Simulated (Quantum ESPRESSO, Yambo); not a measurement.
## SiC at +1 % isotropic strain: DFT and GW levels

```cif
data_C2Si2
_chemical_formula_sum 'C2 Si2'
_space_group_name_H-M_alt 'P63mc'
_space_group_IT_number 186
_space_group_name_Hall 'P 6c -2c'
_cell_length_a 3.10691
_cell_length_b 3.10691
_cell_length_c 5.09871
_cell_angle_alpha 90.000
_cell_angle_beta 90.000
_cell_angle_gamma 120.000
loop_
_atom_site_label
_atom_site_type_symbol
_atom_site_symmetry_multiplicity
_atom_site_Wyckoff_symbol
_atom_site_fract_x
_atom_site_fract_y
_atom_site_fract_z
_atom_site_occupancy
C1 C 2 b 0.66667 0.33333 0.37540 1
Si1 Si 2 b 0.33333 0.66667 0.49960 1
```

The PBEsol cell relaxed from Materials Project entry mp-7140 was given an isotropic strain of +1 % on all lattice vectors, and the atoms were relaxed again.

Starting point: PBEsol (Quantum ESPRESSO, PseudoDojo norm-conserving, 82 Ry, no spin-orbit coupling). G0W0 in Yambo: 6×6×4 Γ-centred k mesh, 76 bands and a 8 Ry block in the screening, 76 bands in G with the Bruneval-Gonze terminator, plasmon pole fitted at 27.2 eV.

The PBEsol gap along the band path is 2.18 eV and the PBEsol gap between the mesh's edge points (Γ → K) is 2.18 eV. The G0W0 gap between the same points is 2.99 eV and the PBEsol smallest direct gap on the mesh (at M) is 3.80 eV. The G0W0 direct gap at that point is 4.79 eV.

| k point | band | E PBEsol (eV) | E QP (eV) | shift (eV) | Z |
|---|---|---|---|---|---|
| Γ | VB | 0.00 | -0.47 | -0.47 | 0.80 |
| Γ | CB | 4.48 | 4.93 | 0.45 | 0.81 |
| A | VB | -0.71 | -1.28 | -0.57 | 0.80 |
| A | CB | 5.56 | 6.01 | 0.45 | 0.81 |
| M | VB | -1.19 | -1.80 | -0.61 | 0.79 |
| M | CB | 2.61 | 2.99 | 0.39 | 0.82 |
| K | VB | -3.78 | -4.55 | -0.78 | 0.78 |
| K | CB | 2.18 | 2.52 | 0.34 | 0.83 |

Energies count from the PBEsol valence-band maximum.

Convergence of the G0W0 settings was not tested.
